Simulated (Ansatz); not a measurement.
# LiBe: energy along a strain

LiBe, Pm-3m, a = 2.811 Å (as given, not relaxed at this level: 0.6 GPa). The structure is a Materials Project entry; whether it is the stable form wasn't checked. Ansatz: r2SCAN, PAW, 500 eV, Γ-centred 16×16×16 mesh on 2 atoms, Gaussian smearing 0.15 eV; no spin polarisation. Cell vectors (Å): 2.811 0.000 0.000; 0.000 2.811 0.000; 0.000 0.000 2.811. The cell is strained by x per cent times the pattern (0 1 0 0 0 0) in the order xx yy zz yz xz xy (engineering shears), with fractional coordinates held. y is the free energy over the start, V0 = 11.108 Å³/atom.

```
x (%) y (meV/atom)
-6.00             ?
-3.00          4.18
 0.00          0.00
 1.50         -0.01
 4.50          2.85
 6.00          5.16
```

Fit y = c1 x + c2 x² + c3 x³ to the other rows, get the stiffness along the pattern, and predict the missing energy.

Least squares on the rows shown. y = −0.4062 x + 0.2898 x² − 0.01311 x³. The clamped-ion stiffness p·C·p = 2 × 2.898 eV × 160.2 / 11.108 Å³ = 84 GPa, which is C22 in these axes (C11 of the cubic crystal) (second derivative at the start, which stands under stress). At x = -6.00 the fit asked for gives 15.70 meV/atom. The run gave 14.34 meV/atom, so the fit is 1.36 meV/atom too high, 9.5 % of the span of the series, against an rms of 0.005 meV/atom on the fitted rows. The row lies outside the fitted range. With a term in x⁴ added, a fit to the same known rows (none to spare) predicts 15.43 meV/atom, which recovers part of the miss; the known rows don't hold the rest.